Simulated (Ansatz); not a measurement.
Consider the following.

TiPd:
Space group Pm-3m (No. 221); a = b = c = 3.156 Å, α = β = γ = 90.00°

```csv
atom,site,symmetry,x,y,z
Ti,1b,m-3m,0.5000,0.5000,0.5000
Pd,1a,m-3m,0.0000,0.0000,0.0000
```

This is the r²SCAN-relaxed structure.

**Question.** All from DFT-r²SCAN in the program Ansatz with PAW potentials, unless another level is named. Give the formation energy from the elements (no fitted shifts).

**Answer.** -0.46 eV/atom.

**Question.** Next, the density of states at the Fermi level?

**Answer.** 1.4 states/eV per atom (mean over ±0.08 eV).

**Question.** Give the gap with spin–orbit coupling.

**Answer.** none (metallic).

The workflow started from an entry of the Crystallography Open Database (COD). Whether it is the stable phase at ambient conditions was not checked. The r²SCAN relaxation kept the symmetry of its start; its stability against distortions is not shown here. The run is not spin-polarised. The references are the lowest solids computed at this level, not always the standard phases. Scalar-relativistic: spin–orbit coupling is off unless named, which matters more the heavier the elements.

Potentials: the later of the program's two PAW sets.
